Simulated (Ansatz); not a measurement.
Mg$_{2}$TeS:
```yaml
crystal:
  lattice:
    - [2.12818, 1.22870, 7.02259]
    - [-2.12818, 1.22870, 7.02259]
    - [0.00000, -2.45741, 7.02259]
  atoms:
    - { symbol: Mg, position: [0.99054, 0.99054, 0.99054] }
    - { symbol: Mg, position: [0.51049, 0.51049, 0.51049] }
    - { symbol: Te, position: [0.12246, 0.12246, 0.12246] }
    - { symbol: S, position: [0.62648, 0.62648, 0.62648] }
```

PBEsol (plane waves, PAW; program Ansatz) gives a gap of 1.40 eV without spin–orbit coupling, maximum at Γ, minimum at Γ.

### Question
What happens when spin–orbit coupling is switched on?

### Answer
The gap decreases by 0.28 eV, to 1.12 eV; maximum at Γ, minimum at Γ.

### Question
Give the electron effective mass with spin–orbit coupling.

### Answer
0.20, 0.23, 0.23 mₑ (principal values).

### Question
Give the hole effective mass with spin–orbit coupling.

### Answer
0.26, 0.26, 7.2 mₑ (principal values).

Space group R3m. The workflow started from a Materials Project entry (that database holds measured and hypothetical structures alike); the Crystallography Open Database copy checked does not list it. Its standing as an ambient phase is unchecked. The PBEsol relaxation kept the symmetry of its start; whether a distortion lowers the energy is not shown.

Potentials: the later of the program's two PAW sets.
